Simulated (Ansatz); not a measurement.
TaRu (space group P4/mmm)

```
CELL_PARAMETERS angstrom
      3.00349     0.00000     0.00000
      0.00000     3.00349     0.00000
      0.00000     0.00000     3.36426
ATOMIC_POSITIONS crystal
  Ta 0.50000 0.50000 0.50000
  Ru 0.00000 0.00000 0.00000
```

These are LDA (plane waves to 420 eV, PAW, scalar-relativistic; Ansatz, an electronic-structure program) values and carry that method's errors. DFPT wavenumbers on a 16×16×14 k mesh, in cm⁻¹ and rounded to 5; i marks imaginary ones, q is in fractions of the reciprocal vectors of the cell shown, and the three acoustic modes at Γ are left out. Spin-orbit coupling is left out, though Ta is heavy. TaRu is run without spin polarisation. TaRu was relaxed with its symmetry unable to fall.

Question: Does any mode at Γ, X = (0.5, 0.0, 0.0), M = (0.5, 0.5, 0.0), Z = (0.0, 0.0, 0.5) come out imaginary?

Answer: Unstable at this level: the lowest mode is 80i cm⁻¹ at Z = (0.0, 0.0, 0.5).

Question: List the wavenumbers at Γ, X = (0.5, 0.0, 0.0), M = (0.5, 0.5, 0.0), Z = (0.0, 0.0, 0.5), with degeneracies.

Answer: 
```csv
q,wavenumbers (cm⁻¹)
Γ,"145, 155 (×2)"
"X = (0.5, 0.0, 0.0)","85, 115, 135, 165, 190, 210"
"M = (0.5, 0.5, 0.0)","95, 120, 145 (×2), 235 (×2)"
"Z = (0.0, 0.0, 0.5)","80i, 75 (×2), 90 (×2), 160"
```
